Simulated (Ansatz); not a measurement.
RuN₃ (ReO3 type, Pm-3m), PBEsol (plane waves, PAW; program Ansatz), all energies at zero smearing, with the estimated change up to a 700 eV cutoff added, with one set of potentials and settings (totals compare only within such a set). Cell of 4 atoms (1 Ru, 3 N): -6945.383 eV.

```tsv
element	reference phase	E (eV/atom)
Ru	P6_3/mmc, 2 atoms in the cell	-5816.5470
N	Pa-3, 8 atoms in the cell	-378.4910
```

Formation energy per atom, worked out: (-6945.383 − 1×(-5816.5470) − 3×(-378.4910))/4 = 1.659 eV/atom (160 kJ per mol of atoms), at 0 K, without zero-point energy or fitted corrections.

The start of the workflow was typed in or built on a structure type; neither database checked (COD, Materials Project) lists it. Its standing as an ambient phase is unchecked. The cell was relaxed with PBEsol under the symmetry of its start; its stability against distortions is not shown here. The final state is ferromagnetic, the only order run, not a proven ground state. The cell computed holds one magnetic atom, so no antiferromagnetic order was within reach. Its formation energy is positive at this level, so the cell may be metastable or incomplete. No Hubbard U is applied. The references are the lowest solids computed at this level, not always the standard phases (solids in place of the gases).

Potentials: the earlier of the program's two PAW sets. The files were generated under PBE; for other functionals the program regenerates the frozen cores, and for LDA and PBEsol the local potential too.
